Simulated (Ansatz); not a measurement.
AlGa$_{3}$N$_{4}$ in space group P-43m (No. 215; Al on 1a, Ga on 3c, N on 4e), LDA in the plane-wave PAW code Ansatz. The conduction-band minimum lies at Γ, with 1 equivalent valley. Second derivatives d²E/dk² of the lowest band at one valley (eV·Å²), along Cartesian directions:

| direction | d²E/dk² |
|---|---|
| [100] | 33.11 |
| [010] | 33.11 |
| [001] | 33.11 |
| [110] | 33.11 |
| [101] | 33.11 |
| [011] | 33.11 |

Problem. Find the principal effective masses, the density-of-states mass and the conductivity mass.

Solution. Off-diagonal terms follow from H_xy = H[110] − (H_xx + H_yy)/2, and m*/mₑ = 7.620 eV·Å² over each eigenvalue: 0.23, 0.23, 0.23. One valley's DOS mass (m₁m₂m₃)^(1/3) = 0.23, conductivity mass 3/(Σ 1/mᵢ) = 0.23 mₑ.

Problem. What effective density of states Nc follows at 300 K for parabolic valleys?

Solution. Nc = 2.509e19 × 1 × (0.23)^(3/2) ≈ 2.8e18 cm⁻³.

Problem. With the computed static dielectric constant 9.56 (mean of the diagonal), estimate a hydrogenic donor's binding energy and radius.

Solution. E = 13.606 eV × 0.23/9.56² ≈ 34 meV; a = 0.529 Å × ε/m* ≈ 22 Å. Semilocal masses tend to be too small where the gap is.

The workflow started from a Materials Project entry (that database holds measured and hypothetical structures alike); the Crystallography Open Database copy checked does not list it. With Al and Ga taken as one species the cell has the higher symmetry F-43m, so it may be an ordered model of a mixed-site phase. Its standing as an ambient phase is unchecked. Symmetry was held in the LDA relaxation; phonons on a q-mesh show no instability. Spin–orbit coupling is left out wherever it is not named.

Potentials: the later of the program's two PAW sets.
